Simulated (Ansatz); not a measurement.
AlRu: moving Al off its site

AlRu, Pm-3m, a = 2.992 Å (as given, not relaxed at this level: -8.1 GPa). The structure is a COD entry; whether it is the stable form wasn't checked. Ansatz: LDA, PAW, 420 eV, Γ-centred 16×16×16 mesh on 2 atoms, Gaussian smearing 0.15 eV; no spin polarisation.

```
Al Ru
1.0
     2.99160    0.00000    0.00000
     0.00000    2.99160    0.00000
     0.00000    0.00000    2.99160
Al Ru
1 1
Direct
  0.00000 0.00000 0.00000
  0.50000 0.50000 0.50000
```

Atom 1 (Al) moves by x along the unit vector (0.000, 1.000, 0.000), with its periodic images; all else is held. y is the free energy of the cell over the start, F the force along the path summed over the moved atoms. Symmetry makes y even in x.

| x (Å) | y (meV) | F (eV/Å) |
| --- | --- | --- |
| -0.1000 | 35.35 | 0.71 |
| -0.0500 | ? | ? |
| 0.0000 | 0.00 | 0.00 |
| 0.0125 | 0.55 | -0.09 |
| 0.0250 | 2.21 | -0.18 |
| 0.0375 | 4.98 | -0.27 |
| 0.0625 | 13.82 | -0.44 |
| 0.0750 | 19.89 | -0.53 |
| 0.0875 | 27.07 | -0.62 |

Fit y = c2 x² + c4 x⁴ to the energies of the other rows, give the force constant, and predict energy and force of the missing row.

Least squares on the rows shown. y = 3538.8 x² − 390.70 x⁴. The force constant is 2 c2 = 7.08 eV/Å², for the cell as given, at -8.1 GPa (for all images moving together, not for a lone atom). With two atoms in a cubic cell this is the optical mode at Γ (in a metal it hangs on mesh and smearing): ω = 521.5 √(2 c2/μ) = 301 cm⁻¹ for μ = 21.30 u. The force −dy/dx at the missing row is 0.35 eV/Å (computed 0.35). At x = -0.0500 the fit asked for gives 8.84 meV. The run gave 8.84 meV, the same to the digits shown.

Cost: 9 runs of about 3.2 core-minutes in all, on Intel Xeon Processor @ 2.50GHz (Skylake/Cascade Lake) (shared hosts).